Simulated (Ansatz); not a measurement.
BAs:
```
CELL_PARAMETERS angstrom
      3.36554     0.00000     0.00000
     -1.68277     2.91465     0.00000
      0.00000     0.00000     5.57530
ATOMIC_POSITIONS crystal
  B  0.33333 0.66667 0.37458
  B  0.66667 0.33333 0.87458
  As 0.33333 0.66667 0.00042
  As 0.66667 0.33333 0.50042
```

Relaxed with r²SCAN. Special points in fractions of this cell's reciprocal vectors: Γ (0.000, 0.000, 0.000); M (0.500, 0.000, 0.000); K (0.333, 0.333, 0.000); A (0.000, 0.000, 0.500); L (0.500, 0.000, 0.500); H (0.333, 0.333, 0.500).

### Question
List the band energies nearest the valence-band maximum at these points for the program Ansatz at the r²SCAN level (PAW).

### Answer
In eV from the valence-band maximum; about four levels below and three above (degenerate sets whole), none deeper than 8.9 eV; points with the same levels are listed once.

| k | below | above |
|---|---|---|
| Γ | -2.21 -2.21 -0.40 0.00 0.00 | 2.43 2.88 2.88 |
| M | -6.47 -4.48 -4.15 -2.19 | 1.33 3.95 4.56 |
| K | -7.36 -5.03 -5.03 -4.79 | 1.55 6.65 6.65 |
| A | -1.35 -1.35 -1.35 -1.35 | 3.15 3.15 4.40 4.40 4.40 4.40 |
| L | -3.56 -3.56 -3.52 -3.52 | 1.98 1.98 3.03 3.03 |
| H | -6.36 -6.36 -3.00 -3.00 | 2.98 2.98 5.26 5.26 |

Space group P6_3mc (wurtzite). The workflow started from a Materials Project entry (that database holds measured and hypothetical structures alike); the Crystallography Open Database copy checked does not list it. It is not the phase usual at ambient conditions (space group No. 216). The r²SCAN relaxation kept the symmetry of its start; its stability against distortions is not shown here. Scalar-relativistic: spin–orbit coupling is off unless named, which matters more the heavier the elements.

Potentials: the later of the program's two PAW sets.
